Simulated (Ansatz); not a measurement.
An elastic tensor (GPa, Voigt order, standard axes) from r²SCAN (plane waves, PAW; program Ansatz):

```tsv
	1	2	3	4	5	6
1	195	39.4	40.8	8.6	-10.6	0.0
2	39.4	195	40.8	-8.6	10.6	0.0
3	40.8	40.8	153	0.0	0.0	0.0
4	8.6	-8.6	0.0	70.1	0.0	10.6
5	-10.6	10.6	0.0	0.0	70.1	8.6
6	0.0	0.0	0.0	10.6	8.6	77.6
```

Problem. Which of these materials gives this?
A. CdSiN2, R-3m (Cd on 3a, Si on 3b, N on 6c)
B. Si, R-3 (Si on 18f, Si on 6c)
C. SiO2, P3_121 (O on 6c, Si on 3a)
D. ZnCdO2, P3m1 (Zn on 1a, Cd on 1c, O on 1c, O on 1a)

Solution. B, Si, R-3 (Si on 18f, Si on 6c)

The workflow started from a Materials Project entry (that database holds measured and hypothetical structures alike); the Crystallography Open Database copy checked does not list it. It is not the phase usual at ambient conditions (space group No. 227). The r²SCAN relaxation kept the symmetry of its start; its stability against distortions is not shown here. As this level gives no gap, shear constants depend on the k-mesh and smearing (Fermi–Dirac, 0.1 eV here).

Potentials: the later of the program's two PAW sets.
